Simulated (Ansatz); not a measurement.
Relaxed candidate structures of Al$_{2}$O$_{3}$:

A. Pnma (No. 62), oP20; a = 8.8743 Å, b = 2.6702 Å, c = 7.1973 Å, α = 90.00°, β = 90.00°, γ = 90.00°; Al 4c (0.000, 0.250, 0.186); Al 4c (0.298, 0.250, 0.022); O 4c (0.131, 0.250, 0.377); O 4c (0.124, 0.250, 0.719); O 4c (0.117, 0.750, 0.048)

B. Amm2 (No. 38), oS10; a = 2.8227 Å, b = 5.3260 Å, c = 8.3048 Å, α = β = γ = 90.00°; Al 2a (0.000, 0.000, 0.088); Al 2b (0.500, 0.500, 0.243); O 4e (0.500, 0.224, 0.129); O 2a (0.000, 0.000, 0.869)

C. R-3c, hexagonal axes (No. 167), hR10, corundum type; a = 4.774 Å, b = 4.774 Å, c = 13.015 Å, α = 90.00°, β = 90.00°, γ = 120.00°; Al 12c (0.000, 0.000, 0.148); O 18e (0.306, 0.306, 0.750)

**Question.** Rank these by energy per atom (lowest first), as PBEsol (plane waves to 420 eV, PAW, scalar-relativistic; Ansatz, an electronic-structure program) gives it.

**Answer.** C (reference, the lowest of the structures calculated here), B (+96 meV/atom), A (+280 meV/atom)

**Question.** Give each candidate's band gap.

**Answer.** No candidate is metallic. A: 4.18 eV (no spin-orbit coupling); B: 4.01 eV (no spin-orbit coupling); C: 6.03 eV (no spin-orbit coupling).

Each run could gain symmetry but not lose that of its start, so entries can be saddle points. From databases, or of a type measured for this composition: R-3c, hR10, corundum type; the others are generated cells (placed on structure types, drawn at random, substituted or restacked) that were not matched to a known phase here. Static energies at zero pressure. No spin polarisation in the result. Gaps of cells over 8 atoms come from the SCF mesh and high-symmetry points alone.
